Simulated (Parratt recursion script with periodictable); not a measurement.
## A film on top of a Si/Mo multilayer on Si at 13.5 nm

```
layer, from the top  thickness (Å)  density (g/cm³)  rms roughness of its top face (Å)  δ at 13.5 nm  β at 13.5 nm
-------------------  -------------  ---------------  ---------------------------------  ------------  ------------
Si (in each period)           40.9            2.313                                  0  9.927 × 10⁻⁴      0.001813
Mo (in each period)           27.3           10.026                                  0       0.07476      0.006314
Si (substrate)                   –            2.313                                  0  9.927 × 10⁻⁴      0.001813
```

The refractive index is n = 1 − δ + iβ; the runs take δ and β at each wavelength of the scan. Vacuum lies above.

Densities are inputs, not measurements. They were set from computed cells of the Materials Project: Si from entry mp-149 (Fd-3m, 2.313 g/cm³); Mo from entry mp-129 (Im-3m, 10.026 g/cm³); Ga2O3 from entry mp-886 (C2/m, 5.888 g/cm³). A layer's crystal structure does not enter its constants, only its composition and density.

Simulated, not measured: EUV and soft X-ray reflectivity, Parratt recursion, Névot-Croce roughness, Henke tables (Parratt recursion script with periodictable 1.7.1).

Light falls at α = 6° from the surface normal. It is s-polarised. The wavelength is scanned from 12.42 to 14.58 nm in 161 evenly spaced points, without smoothing. R at 13.5 nm is the value at the middle scan point.

The pair is repeated 20 times. A second run adds one film on top, with a smooth surface.

| film | thickness d (Å) | density (g/cm³) | δ at 13.5 nm | β at 13.5 nm | R at 13.5 nm (%) |
|---|---|---|---|---|---|
| none | – | – | – | – | 46.9 |
| Ga2O3 | 400 | 5.888 | 0.03837 | 0.04107 | ? |

**Question.** Estimate R at 13.5 nm under 400 Å of Ga2O3.

**Answer.** Light crosses the film twice, so the mirror's amplitude R₀^½ falls to a = R₀^½ exp[−4πβ(1 − δ)d/(λc)], with λ = 135 Å and c = [(1 − δ)² − sin²α]^½ (sin²α = 0.0109). The film surface reflects an amplitude of about f = |(1 − n)/(1 + n)|, the value for a smooth face at normal incidence, whose phase against a this estimate leaves open. Reflection at the film's lower face is left out.

For Ga2O3: c = 0.9559, exponent 4πβ(1 − δ)d/(λc) = 1.538, a = 0.147, a² = 2.16 %; f = 0.029. With f in or out of phase, (a ± f)² spans 1.39 to 3.10 %.

The run gave 2.82 %, 1.31 times a² and inside that span.
